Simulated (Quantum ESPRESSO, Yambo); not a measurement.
For LiHF2 (space group R-3m, No. 166), Yambo gives the independent-particle static dielectric constant along x as 1.82 on PBEsol bands and 1.65 after a scissor of 4.57 eV widens every gap (16×16×16 mesh, 27 bands, 4 Ry local-field block, 0.2 eV broadening). Axes are Cartesian, with cell vectors (Å) (1.49, 0.86, 4.39), (-1.49, 0.86, 4.39), (0.00, -1.73, 4.39).

### Question
A scissor keeps the position matrix elements. In a one-oscillator model, how does ε − 1 scale, and what mean transition energy do the two values imply?

### Answer
Each transition adds |r|²/E to ε − 1, so ε − 1 ∝ 1/(E0 + Δ). Then (1.65 − 1)/(1.82 − 1) = E0/(E0 + Δ) = 0.793, and E0 = Δ(ε' − 1)/(ε − ε') = 17.5 eV. The computed Im ε, weighted by 1/E up to 20 eV, has its mean at 14.2 eV; the smallest direct PBEsol gap is 8.34 eV. The scissor comes from a G0W0 run whose convergence isn't established. Convergence of the RPA response with its 16×16×16 mesh was not tested.

Bands from Quantum ESPRESSO.

Geometry relaxed with PBE+D3(BJ); primitive cell a = 4.716 Å, b = 4.716 Å, c = 4.716 Å, α = 36.94°, β = 36.94°, γ = 36.94°.

The structure is a Materials Project entry; no match was found in the copy of COD used, and its stability was not checked.
